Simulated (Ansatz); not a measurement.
Relaxation of a generated cell, P built in the graphite structure type; 4 atoms in the cell, which starts as P6₃/mmc (No. 194), hP4; a = b = 3.707 Å, c = 10.095 Å, α = β = 90.00°, γ = 120.00°. All values below come from PBEsol (plane waves to 420 eV, PAW, scalar-relativistic; Ansatz, an electronic-structure program). Γ-centred k-mesh 7×7×3 on the run's cell (coarser than for final values), Fermi–Dirac smearing 0.05 eV. This is the first round of the run. 

The optimiser's lines from the output (shortened; P is positive under compression):

```
relax step   1: F+E_penalty+E_count = -2956.46542184 eV  Δ(F+E_penalty+E_count) = +0.000e0 eV  max|allowed force component| = 1.998e-15 eV/Å  Δτ_max = 0.0000 Å  P = +4.646 GPa  Ω = 120.116 Å³  (7 SCF iters, dr2 threshold 1.00e-7 eV, accepted)
relax step   2: F+E_penalty+E_count = -2956.62954820 eV  Δ(F+E_penalty+E_count) = -1.641e-1 eV  max|allowed force component| = 6.661e-16 eV/Å  Δτ_max = 0.0000 Å  P = +2.999 GPa  Ω = 123.658 Å³  (5 SCF iters, dr2 threshold 4.00e-7 eV, accepted)
relax step   3: F+E_penalty+E_count = -2956.73388416 eV  Δ(F+E_penalty+E_count) = -1.043e-1 eV  max|allowed force component| = 4.071e-16 eV/Å  Δτ_max = 0.0000 Å  P = -0.570 GPa  Ω = 129.620 Å³  (6 SCF iters, dr2 threshold 4.00e-7 eV, accepted)
relax step   4: F+E_penalty+E_count = -2956.73960106 eV  Δ(F+E_penalty+E_count) = -5.717e-3 eV  max|allowed force component| = 2.479e-15 eV/Å  Δτ_max = 0.0000 Å  P = -0.251 GPa  Ω = 127.411 Å³  (4 SCF iters, dr2 threshold 4.00e-7 eV, accepted)
relax step   5: F+E_penalty+E_count = -2956.75609417 eV  Δ(F+E_penalty+E_count) = -1.649e-2 eV  max|allowed force component| = 1.832e-15 eV/Å  Δτ_max = 0.0000 Å  P = +0.377 GPa  Ω = 119.581 Å³  (4 SCF iters, dr2 threshold 3.57e-7 eV, accepted)
relax step   6: F+E_penalty+E_count = -2956.78634687 eV  Δ(F+E_penalty+E_count) = -3.025e-2 eV  max|allowed force component| = 6.846e-16 eV/Å  Δτ_max = 0.0000 Å  P = +0.212 GPa  Ω = 113.444 Å³  (4 SCF iters, dr2 threshold 4.00e-7 eV, accepted)
relax step   7: F+E_penalty+E_count = -2956.82906731 eV  Δ(F+E_penalty+E_count) = -4.272e-2 eV  max|allowed force component| = 2.017e-15 eV/Å  Δτ_max = 0.0000 Å  P = -0.106 GPa  Ω = 107.387 Å³  (6 SCF iters, dr2 threshold 4.00e-7 eV, accepted)
relax step   8: F+E_penalty+E_count = -2956.89500939 eV  Δ(F+E_penalty+E_count) = -6.594e-2 eV  max|allowed force component| = 6.291e-16 eV/Å  Δτ_max = 0.0000 Å  P = -0.511 GPa  Ω = 101.151 Å³  (6 SCF iters, dr2 threshold 4.00e-7 eV, accepted)
relax step   9: F+E_penalty+E_count = -2957.03438905 eV  Δ(F+E_penalty+E_count) = -1.394e-1 eV  max|allowed force component| = 2.313e-15 eV/Å  Δτ_max = 0.0000 Å  P = -1.119 GPa  Ω = 94.921 Å³  (6 SCF iters, dr2 threshold 4.00e-7 eV, accepted)
relax step  10: F+E_penalty+E_count = -2957.23419393 eV  Δ(F+E_penalty+E_count) = -1.998e-1 eV  max|allowed force component| = 6.106e-16 eV/Å  Δτ_max = 0.0000 Å  P = -1.514 GPa  Ω = 88.698 Å³  (6 SCF iters, dr2 threshold 4.00e-7 eV, accepted)
relax step  11: F+E_penalty+E_count = -2957.47550318 eV  Δ(F+E_penalty+E_count) = -2.413e-1 eV  max|allowed force component| = 5.921e-16 eV/Å  Δτ_max = 0.0000 Å  P = -1.748 GPa  Ω = 82.464 Å³  (6 SCF iters, dr2 threshold 4.00e-7 eV, accepted)
relax step  12: F+E_penalty+E_count = -2957.75625251 eV  Δ(F+E_penalty+E_count) = -2.807e-1 eV  max|allowed force component| = 1.980e-15 eV/Å  Δτ_max = 0.0000 Å  P = -2.175 GPa  Ω = 76.152 Å³  (5 SCF iters, dr2 threshold 4.00e-7 eV, accepted)
relax step  13: F+E_penalty+E_count = -2958.19059955 eV  Δ(F+E_penalty+E_count) = -4.343e-1 eV  max|allowed force component| = 4.811e-16 eV/Å  Δτ_max = 0.0000 Å  P = -2.180 GPa  Ω = 69.998 Å³  (5 SCF iters, dr2 threshold 4.00e-7 eV, accepted)
relax step  14: F+E_penalty+E_count = -2958.44912528 eV  Δ(F+E_penalty+E_count) = -2.585e-1 eV  max|allowed force component| = 2.591e-16 eV/Å  Δτ_max = 0.0000 Å  P = +1.789 GPa  Ω = 63.872 Å³  (6 SCF iters, dr2 threshold 4.00e-7 eV, accepted)
relax step  15: F+E_penalty+E_count = -2958.44140090 eV  Δ(F+E_penalty+E_count) = +7.724e-3 eV  max|allowed force component| = 1.110e-15 eV/Å  Δτ_max = 0.0000 Å  P = -4.390 GPa  Ω = 68.177 Å³  (6 SCF iters, dr2 threshold 4.00e-7 eV, rejected (line search))
relax step  16: F+E_penalty+E_count = -2958.48868010 eV  Δ(F+E_penalty+E_count) = -3.955e-2 eV  max|allowed force component| = 1.184e-15 eV/Å  Δτ_max = 0.0000 Å  P = +1.996 GPa  Ω = 63.268 Å³  (7 SCF iters, accepted)
relax step  17: F+E_penalty+E_count = -2958.49611807 eV  Δ(F+E_penalty+E_count) = -7.438e-3 eV  max|allowed force component| = 5.921e-16 eV/Å  Δτ_max = 0.0000 Å  P = -0.392 GPa  Ω = 64.938 Å³  (6 SCF iters, dr2 threshold 4.00e-7 eV, accepted)
relax step  18: F+E_penalty+E_count = -2958.49659656 eV  Δ(F+E_penalty+E_count) = -4.785e-4 eV  max|allowed force component| = 3.146e-16 eV/Å  Δτ_max = 0.0000 Å  P = +0.005 GPa  Ω = 64.609 Å³  (6 SCF iters, dr2 threshold 4.00e-7 eV, accepted)
relax step  19: F+E_penalty+E_count = -2958.49664376 eV  Δ(F+E_penalty+E_count) = -4.720e-5 eV  max|allowed force component| = 9.622e-16 eV/Å  Δτ_max = 0.0000 Å  P = +0.028 GPa  Ω = 64.614 Å³  (6 SCF iters, dr2 threshold 5.29e-8 eV, accepted)
relax step  20: F+E_penalty+E_count = -2958.49664516 eV  Δ(F+E_penalty+E_count) = -1.399e-6 eV  max|allowed force component| = 1.073e-15 eV/Å  Δτ_max = 0.0000 Å  P = +0.001 GPa  Ω = 64.629 Å³  (6 SCF iters, dr2 threshold 5.68e-9 eV, accepted)
relax step  21: F+E_penalty+E_count = -2958.49951440 eV  Δ(F+E_penalty+E_count) = -2.869e-3 eV  max|allowed force component| = 1.203e-15 eV/Å  Δτ_max = 0.0000 Å  P = +0.087 GPa  Ω = 64.629 Å³  stress off target by 1.46e-1 GPa  SCF on the basis re-selected at this cell (its energy is not comparable with the rows above)  (9 SCF iters)
relax step  22: F+E_penalty+E_count = -2958.49955207 eV  Δ(F+E_penalty+E_count) = -3.768e-5 eV  max|allowed force component| = 2.776e-16 eV/Å  Δτ_max = 0.0000 Å  P = +0.003 GPa  Ω = 64.677 Å³  (6 SCF iters, dr2 threshold 5.35e-8 eV, accepted)
relax step  23: F+E_penalty+E_count = -2958.49954966 eV  Δ(F+E_penalty+E_count) = +2.411e-6 eV  max|allowed force component| = 2.961e-16 eV/Å  Δτ_max = 0.0000 Å  P = +0.004 GPa  Ω = 64.677 Å³  stress off target by 5.01e-3 GPa  SCF on the basis re-selected at this cell (its energy is not comparable with the rows above)  (8 SCF iters)
```

From the first to the last row the energy changes by -0.51 eV/atom and the volume by -46.2 %. The last row is marked as not comparable with the walk above it, whose basis was carried along; it does compare with step 1, since both stand on a basis selected at the nominal cutoff for their own cell.

Step 15 was rejected by the optimiser.

Later rounds, restarted from the end of this one on a renewed k-mesh, logged 14 more steps. The final structure after all rounds: P6₃/mmc (No. 194), hP4; a = b = 3.9472 Å, c = 4.8017 Å, α = β = 90.00°, γ = 120.00°. Between re-selections the logged energies stand on a plane-wave basis carried along with the cell. No spin polarisation in the result.

The run could not lose the symmetry of its start: the end is stationary, and may be a saddle point rather than a minimum.

All atoms sit on sites fixed by symmetry, so only the cell could relax.

The relaxed structure here is a generated cell of P: the first start was made by placing the elements on the sites of a structure type, and the end was not matched to a known phase here, so it may be hypothetical. Known forms of P include space group No. 64.
